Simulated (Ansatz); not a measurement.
# Computed properties of SiBCN

SiBCN:
```
CELL_PARAMETERS angstrom
      1.41513     0.81703     4.64194
     -1.41513     0.81703     4.64194
      0.00000    -1.63406     4.64194
ATOMIC_POSITIONS crystal
  B  0.99432 0.99432 0.99432
  N  0.11874 0.11874 0.11874
  Si 0.50421 0.50421 0.50421
  C  0.63276 0.63276 0.63276
```

Space group R3m (No. 160); conventional cell a = 2.830 Å, b = 2.830 Å, c = 13.926 Å, α = 90.00°, β = 90.00°, γ = 120.00°.

Method: plane-wave PAW PBEsol (Ansatz code). Geometry: relaxed at this level of theory. Other levels are named where they apply.

**Cell and energy**

| Property | Result |
|---|---|
| Volume per atom | 8.05 Å³ |
| Density | 3.35 g/cm³ |
| Formation energy from the elements (no fitted shifts) | -0.45 eV/atom |

**Electronic structure**

| Item | Value |
|---|---|
| Band gap | 0.14 eV (indirect) |
| Valence-band maximum | at Γ |
| Conduction-band minimum | at F (3 equivalent valleys) |
| Smallest direct gap on the standard path | 2.23 eV |
| Electron effective mass | 0.26, 0.31, 0.61 mₑ (principal values) |
| HSE06 gap on the PBEsol cell | 1.17 eV |

**Mechanics**

| Item | Value |
|---|---|
| Elastic constants (relaxed ions, GPa) | C11 = 632, C12 = 116, C13 = 92.3, C14 = -62.5, C33 = 552, C44 = 180 |
| Mechanical stability | stable (all eigenvalues of C positive) |
| Hill bulk and shear moduli | 268 and 214 GPa |
| Young's modulus | 506 GPa |
| Poisson's ratio | 0.18 |
| Debye temperature from the elastic constants | 1310 K |

**Dielectric response**

| Item | Result |
|---|---|
| Electronic dielectric constant ε∞ (DFPT) | 6.13 (xx = yy), 6.70 (zz) |
| Static dielectric constant ε0 (ions relaxed, cell fixed) | 10.3 (xx = yy), 12.1 (zz) |
| Born charges (a third of the trace) | B +1.54, N -2.61, Si +3.13, C -2.06 e |

**Phonons**

| Property | Value |
|---|---|
| Highest zone-centre frequency (without LO–TO term) | 973 cm⁻¹ |
| Zone-centre stability | no imaginary mode at Γ |

The start of the workflow was typed in or built on a structure type; neither database checked (COD, Materials Project) lists it. Whether it is the stable phase at ambient conditions was not checked. Symmetry was held in the PBEsol relaxation. The volume moved by -19 % from the start of the relaxation. The references are the lowest solids computed at this level, not always the standard phases (solids in place of the gases).

Potentials: the earlier of the program's two PAW sets. The files were generated under PBE; for other functionals the program regenerates the frozen cores, and for LDA and PBEsol the local potential too.
